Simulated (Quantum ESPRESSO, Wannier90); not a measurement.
## Wannierisation of CaS (rock salt)

```yaml
crystal:
  lattice:
    - [0.00000, 2.85237, 2.85237]
    - [2.85237, 0.00000, 2.85237]
    - [2.85237, 2.85237, 0.00000]
  atoms:
    - { symbol: Ca, position: [0.00000, 0.00000, 0.00000] }
    - { symbol: S, position: [0.50000, 0.50000, 0.50000] }
```

Structure: Materials Project mp-1672, symmetrised, not relaxed again. COD (Crystallography Open Database) has an entry of this formula and space group (matched by these alone). Level: PBEsol, no spin polarisation, no spin-orbit coupling; pw.x of Quantum ESPRESSO at 55 Ry with PseudoDojo potentials, 8×8×8 k-points, Wannier90. Density: 10×10×10 mesh, cold smearing 0.01 Ry.

Functional, cutoff and mesh named above are those of the base row (8×8×8); the first column says what each row takes instead. Model: 4 functions from bands 5-8, start SCDM (isolated) (the valence bands). Energies are relative to the valence-band maximum; the misfit is to pw.x on a path, for all bands of the set. Only the mesh of Bloch states changes. Ω_total can sit in another minimum from row to row; Ω_I of an isolated set cannot. A star marks runs that hit the step limit.

```
mesh      Ω_I (Å²)  Ω_total (Å²)  rms misfit (meV)  k-points (cost)  rough cost of nscf and overlaps (first row = 1)
--------  --------  ------------  ----------------  ---------------  -----------------------------------------------
3×3×3         4.61          5.62                82               27                                              1.0
4×4×4         5.06          6.12                19               64                                              1.7
5×5×5         5.30         6.38*                14              125                                                3
7×7×7         5.54          6.63               3.0              343                                                7
8×8×8         5.60          6.69               1.1              512                                               11
10×10×10      5.67          6.76               0.3             1000                                               20
```
